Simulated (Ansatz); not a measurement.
Relaxed TiSi$_{2}$ (C49 type, space group Cmcm):

```
CELL_PARAMETERS angstrom
      1.76330    -6.75838     0.00000
      1.76330     6.75838     0.00000
      0.00000     0.00000     3.56518
ATOMIC_POSITIONS crystal
  Si 0.94167 0.05833 0.75000
  Si 0.05833 0.94167 0.25000
  Si 0.25029 0.74971 0.75000
  Si 0.74971 0.25029 0.25000
  Ti 0.60320 0.39680 0.75000
  Ti 0.39680 0.60320 0.25000
```

In this cell atom 2 (Si, nearest neighbour Si at 2.380 Å; its periodic images, 3.5 Å or more away, move with it) is moved by u·(1.000, 0.000, 0.000) + v·(0.000, 0.000, 1.000); the rest is frozen.

The numbers are results of r2SCAN (plane waves to 500 eV, PAW, scalar-relativistic; Ansatz, an electronic-structure program), not measurements. k mesh 11×11×11 (Γ-centred), Fermi-Dirac smearing 0.05 eV. Energies are smeared free energies. With partly filled bands, energies and forces of such displacements shift with the k mesh and the smearing. This is one of several known forms of TiSi2; the measured ambient cells at hand have space group No. 70. TiSi2 is run without spin polarisation. TiSi2 was relaxed with its symmetry unable to fall. ΔE is measured from the undisplaced structure. Axes are in Å.

The scan covers u from -0.360 to 0.360 Å in 5 points and v from -0.360 to 0.360 Å in 5 points.

### Question
Is the undisplaced position a minimum, a maximum or a saddle of this map?

### Answer
A minimum.

### Question
In which direction of the plane is the atom held most weakly?

### Answer
Along u.

### Question
What are the two principal curvatures of the energy at the centre?

### Answer
9.4 and 14.9 eV/Å².

(For displaced atoms, the force is minus the slope of the energy, and its curvature is a force constant, which sets phonon frequencies.)
